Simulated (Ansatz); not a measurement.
## Zone-centre phonons of H at 21 GPa: input and output

Computed with DFT PBEsol, scalar-relativistic, plane waves, PAW (Ansatz 0.2.0).

It can be run as:
```bash
ansatz run input.yaml --threads 1 --pin off --backend cpu --events-out ev --progress --plain --runs-dir out  # memory cap (--max-ram) not shown
```

Input (bare energies are in eV):
```yaml
crystal:
  lattice:
    - [-1.1092450712, 1.1092450712, 1.5758895876]
    - [1.1092450712, -1.1092450712, 1.5758895876]
    - [1.1092450712, 1.1092450712, -1.5758895876]
  atoms:
    - { symbol: H, position: [0.8801951319, 0.8801951319, 0.0] }
    - { symbol: H, position: [0.1198048681, 0.1198048681, 0.0] }
basis:
  ecutwfc: 420
kpoints:
  mp_grid: { grid: [10, 10, 10] }
hamiltonian:
  xc: pbesol
scf:
  occupations: { method: fixed }
output:
  eigenvalues: true
phonons:
  method: dfpt
  dielectric: true
  rigid_motions: translations
  eigenvectors: true
```

Results section of the output:
```
--- Phonons (Γ-DFPT): 2 representative perturbations + reference, on 282 of 1000 k-points (Σ response iterations 7) ---
  k mesh reduced under 2 symmetry operations, with k and −k counted as one. Each operation leaves every solved perturbation unchanged. A smaller set is not considered because the run solves the response ...
  ASR residual: 9.449e-5 → 0.000e0 eV/Å²; symmetrization residual: 1.827e-8 eV/Å²
  ASR residual per site (eV/Å²): 9.45e-5 9.45e-5
  Γ frequencies (cm⁻¹): 0.00 0.00 0.00 367.88 367.88 4139.52
  ε∞ (high-frequency dielectric tensor):
        2.890001    -0.000000    -0.000000
       -0.000000     2.890001     0.000000
       -0.000000     0.000000     4.174301
  ε⁰ (static dielectric tensor: ions relaxed, cell fixed):
        2.890001    -0.000000    -0.000000
       -0.000000     2.890001     0.000000
       -0.000000     0.000000     4.174301
  ε⁰ − ε∞ (ionic part):
        0.000000     0.000000     0.000000
        0.000000     0.000000     0.000000
        0.000000     0.000000     0.000000
  softest optical mode at Γ: 367.88 cm⁻¹; the repairs (sum rule, projections) moved no ω² at Γ by more than (5.05 cm⁻¹)²
  Born effective charges Z* (e; rows j = field, columns β = displacement):
    site 0:
         0.00000   -0.00000    0.00000
        -0.00000    0.00000    0.00000
        -0.00000    0.00000    0.00000
    site 1:
         0.00000    0.00000    0.00000
         0.00000    0.00000    0.00000
         0.00000    0.00000    0.00000
  Z* charge neutrality: 2.437e-4 e pre-enforcement
  solved inside a basis spanned on kpoints, on 10×10×10 k-points, its susceptibility summed on 14×14×16: ε∞ is read to err by 1.1e-2, Z* by 1.2e-3 e (field_mesh: kpoints solves on kpoints)
  optical modes at Γ without the LO–TO term, one row a degenerate level:
      ω (cm⁻¹) modes IR ((D/Å)²/amu)
        367.88      2             0.0000
       4139.52      1             0.0000
  optical modes at Γ + LO–TO along q̂ = [1.0000, 0.0000, 0.0000]:
      ω (cm⁻¹) modes IR ((D/Å)²/amu)
        367.88      2             0.0000
       4139.52      1             0.0000
  optical modes at Γ + LO–TO along q̂ = [0.0000, 1.0000, 0.0000]:
      ω (cm⁻¹) modes IR ((D/Å)²/amu)
        367.88      2             0.0000
       4139.52      1             0.0000
  optical modes at Γ + LO–TO along q̂ = [0.0000, 0.0000, 1.0000]:
      ω (cm⁻¹) modes IR ((D/Å)²/amu)
        367.88      2             0.0000
       4139.52      1             0.0000
```

The crystal is built of molecules and no dispersion correction was added, so the binding between them is poorly described, and with it their spacing and whatever depends on it. Other phases may be more stable at this pressure.